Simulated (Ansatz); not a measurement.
Relaxed-ion elastic tensor of ZnS (wurtzite, space group No. 186) in GPa (Voigt order), r²SCAN (plane waves, PAW; program Ansatz); density 4.13 g/cm³, 19.59 Å³ per atom.

```tsv
	1	2	3	4	5	6
1	128	58.9	44.8	0.0	0.0	0.0
2	58.9	128	44.8	0.0	0.0	0.0
3	44.8	44.8	152	0.0	0.0	0.0
4	0.0	0.0	0.0	29.6	0.0	0.0
5	0.0	0.0	0.0	0.0	29.6	0.0
6	0.0	0.0	0.0	0.0	0.0	34.4
```

Problem. Is the crystal mechanically stable?

Solution. Yes: the smallest eigenvalue of C is 29.6 GPa.

Problem. Work out the Voigt, Reuss and Hill averages.

Solution. K_V = 78.3, K_R = 78.2, K_H = 78.2; G_V = 36.0, G_R = 34.5, G_H = 35.2 GPa.

Problem. Give Young's modulus, Poisson's ratio, Pugh's ratio and the universal anisotropy index.

Solution. E = 9KG/(3K + G) = 91.9 GPa; ν = 0.30; K/G = 2.22 (ductile by the Pugh limit of 1.75); A_U = 5G_V/G_R + K_V/K_R − 6 = 0.22.

Problem. Estimate the sound speeds and the Debye temperature.

Solution. v_l = √((K + 4G/3)/ρ) = 5510 m/s, v_t = √(G/ρ) = 2920 m/s, mean 3260 m/s; Θ = (h/k)(3n/4πV)^(1/3) v_m = 360 K.

Problem. Solve the Christoffel equation for the three sound speeds along x, y, z.

Solution. Eigenvalues of C_ijkl n_j n_l equal ρv² (piezoelectric stiffening left out). In km/s, slowest first: x 2.68, 2.89, 5.56; y 2.68, 2.89, 5.56; z 2.68, 2.68, 6.06.

Problem. How much does each axis shrink under pressure?

Solution. Linear compressibilities β_i = Σ_j S_ij (j = 1 to 3): x 4.4, y 4.4, z 4.0 per TPa.

Space group P6_3mc (wurtzite). The cell was relaxed with r²SCAN under the symmetry of its start; phonons on a q-mesh show no instability.

Potentials: the later of the program's two PAW sets.
